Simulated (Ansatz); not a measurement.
Two states of CrBi6S

```
CELL_PARAMETERS angstrom
6.61853 0.00000 0.00000
-3.30926 5.73181 0.00000
0.00000 -3.82121 6.13711
ATOMIC_POSITIONS crystal
Bi 0.23850 0.85700 0.78550
Bi 0.92850 0.16700 0.78550
Bi 0.61850 0.54700 0.78550
Bi 0.76150 0.14300 0.21450
Bi 0.07150 0.83300 0.21450
Bi 0.38150 0.45300 0.21450
Cr 0.00000 0.00000 0.00000
S 0.50000 0.00000 0.50000
```

The numbers come from plane-wave PAW DFT (Ansatz): PBE, with U_eff = 4.13 eV on Cr d, V = 0.91 eV between Cr d and S p within 5.881 Å (all-electron-ortho-atomic projectors), 420 eV, 4×4×4 Γ-centred k points, fermi-dirac occupations (width 0.1 eV). Nothing was relaxed.

State A: Cr7 up (collinear spin). State B: no moments (no spin polarisation).

Which state is lower, and how do they differ?

State A is lower by 133.6 meV an atom at zero smearing.

| state | free energy (meV/atom) | largest moment in a small sphere (μB) | net moment (μB/cell) | gap on mesh (eV) | pressure (GPa) | largest force (eV/Å) |
| --- | --- | --- | --- | --- | --- | --- |
| A | 0.0 | 2.60 | 2.35 | metal | 11.2 | 3.21 |
| B | 133.2 | 0.00 | 0.00 | metal | 9.7 | 2.51 |

Origin: a known structure type with other elements, at an estimated volume, so it need not be a known compound. Caveats: another magnetic order, which this cell may not hold, can open a gap; the k mesh is coarse if the cell is a metal; atoms or cell far from equilibrium.
